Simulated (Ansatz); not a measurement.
MnO: pressure against volume

MnO, P6_3mc, a = 3.393 Å, c = 5.317 Å. This isn't the usual stable structure of the compound. Ansatz: PBEsol, PAW, 420 eV, Γ-centred 12×12×8 mesh on 4 atoms, Gaussian smearing 0.10 eV; collinear spin, largest moment 3.9 μB. Shape and atoms are relaxed at each volume; pressure is positive in compression.

```
V (Å³/atom) P (GPa)
     12.455     7.40
     12.853     3.62
     13.250     0.00
     13.648    -3.48
     14.045    -6.49
     14.575        ?
```

Task: Take V0 = 13.250 Å³/atom, fit the third-order Birch–Murnaghan form to the other rows, and predict the missing pressure.

Result: With the Eulerian strain f = ½[(V0/V)^(2/3) − 1] and y = P/[3f(1 + 2f)^(5/2)], the form is the line y = B0 + 1.5 B0 (B0′ − 4) f. Rows (f, y): 0.02106, 105.6; 0.01024, 112.0; -0.00977, 124.7; -0.01905, 125.1. Means f = 0.0006200, y = 116.85; Σ(Δf)² = 0.001005, ΣΔfΔy = -0.5204; the slope is their ratio. y = 117.2 − 517.8 f GPa, so B0 = 117.2 GPa and B0′ = 4 + 2 × (-517.8)/(3 × 117.2) = 1.05. At V = 14.575, f = -0.03078, y = 133.14 and P = -10.49 GPa. The run gave -9.83 GPa, so the fit is 0.66 GPa too low, 3.8 % of the span of the series, against an rms of 0.06 GPa on the fitted rows. The row lies outside the fitted range. The points of y bend away from a line: a fourth-order term fitted to them gives P = -10.00 GPa at this row's volume (the line -10.49, the run -9.83). A B0′ outside 2 to 8 is unusual except in layered or molecular crystals, and here it hangs on few rows.

The state reached may not be the lowest one. The program reads another magnetic order as possibly lower. Moments started parallel, and an antiferromagnetic order may lie lower.

Cost: 6 runs of about 22 core-minutes in all, on Arm Neoverse V1 (shared hosts).